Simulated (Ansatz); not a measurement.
Pd:
```cif
data_Pd4
_chemical_formula_sum 'Pd4'
_space_group_name_H-M_alt 'P63/mmc'
_space_group_IT_number 194
_space_group_name_Hall '-P 6c 2c'
_cell_length_a 2.70854
_cell_length_b 2.70854
_cell_length_c 8.92386
_cell_angle_alpha 90.000
_cell_angle_beta 90.000
_cell_angle_gamma 120.000
loop_
_atom_site_label
_atom_site_type_symbol
_atom_site_symmetry_multiplicity
_atom_site_Wyckoff_symbol
_atom_site_fract_x
_atom_site_fract_y
_atom_site_fract_z
_atom_site_occupancy
Pd1 Pd 2 a 0.00000 0.00000 0.00000 1
Pd2 Pd 2 c 0.33333 0.66667 0.25000 1
```

Relaxed with LDA.

### Question
Which orbitals make up the states near the Fermi level in the program Ansatz at the LDA level (PAW)?

### Answer
Within 0.5 eV of the Fermi level: Pd 4d 93 %, outside the projected shells 7 %. Projections are on Löwdin-orthogonalised atomic valence shells; empty p or d shells of many metals are not among them.

### Question
Tabulate the density of states.

### Answer
States/eV per cell of 4 atoms, in 0.25 eV bins, energy from the Fermi level.

```
E (eV)  total  Pd 4d  Pd 4s  Pd 4p
------  -----  -----  -----  -----
-7.75    0.00   0.00   0.00   0.00
-7.50    0.07   0.00   0.00   0.00
-7.25    0.17   0.00   0.00   0.00
-7.00    0.23   0.01   0.00   0.00
-6.75    0.30   0.02   0.00   0.00
-6.50    0.37   0.04   0.00   0.00
-6.25    0.46   0.08   0.00   0.00
-6.00    0.57   0.14   0.00   0.00
-5.75    1.18   0.68   0.01   0.00
-5.50    4.63   3.94   0.04   0.00
-5.25    6.12   5.45   0.05   0.01
-5.00    8.06   7.55   0.04   0.01
-4.75    8.82   8.42   0.03   0.02
-4.50    6.50   6.29   0.02   0.02
-4.25    5.31   5.16   0.01   0.02
-4.00    4.66   4.52   0.00   0.02
-3.75    6.64   6.37   0.00   0.02
-3.50    7.89   7.56   0.00   0.02
-3.25    6.94   6.65   0.00   0.02
-3.00    8.18   7.83   0.00   0.02
-2.75    9.13   8.69   0.00   0.01
-2.50    8.42   7.96   0.00   0.01
-2.25    7.31   6.85   0.00   0.01
-2.00    7.09   6.68   0.00   0.01
-1.75    5.53   5.20   0.00   0.01
-1.50    5.61   5.26   0.00   0.00
-1.25    7.13   6.78   0.00   0.00
-1.00    5.83   5.47   0.00   0.00
-0.75    6.10   5.76   0.00   0.00
-0.50    6.89   6.54   0.00   0.00
-0.25    8.99   8.62   0.00   0.00
0.00     9.33   8.89   0.00   0.00
0.25     3.04   2.57   0.00   0.00
0.50     0.97   0.44   0.00   0.00
0.75     0.95   0.35   0.00   0.00
1.00     0.94   0.30   0.00   0.00
1.25     0.96   0.26   0.00   0.00
1.50     0.99   0.23   0.00   0.00
1.75     0.99   0.20   0.00   0.00
2.00     1.01   0.18   0.00   0.00
2.25     1.05   0.17   0.00   0.00
2.50     1.05   0.15   0.00   0.00
2.75     0.97   0.12   0.00   0.00
3.00     0.93   0.10   0.00   0.00
3.25     0.92   0.09   0.00   0.00
3.50     0.93   0.08   0.00   0.00
3.75     0.95   0.07   0.00   0.00
4.00     0.94   0.07   0.00   0.00
4.25     0.91   0.06   0.00   0.00
4.50     0.89   0.05   0.00   0.00
4.75     0.88   0.04   0.00   0.00
```

Space group P6_3/mmc (dhcp (α-La type)). The workflow started from a Materials Project entry (that database holds measured and hypothetical structures alike); the Crystallography Open Database copy checked does not list it. It is not the phase usual at ambient conditions (space group No. 225). The LDA relaxation kept the symmetry of its start; whether a distortion lowers the energy is not shown. The workflow began spin-polarised and lost its moments. Spin–orbit coupling is left out wherever it is not named.

Potentials: the later of the program's two PAW sets.
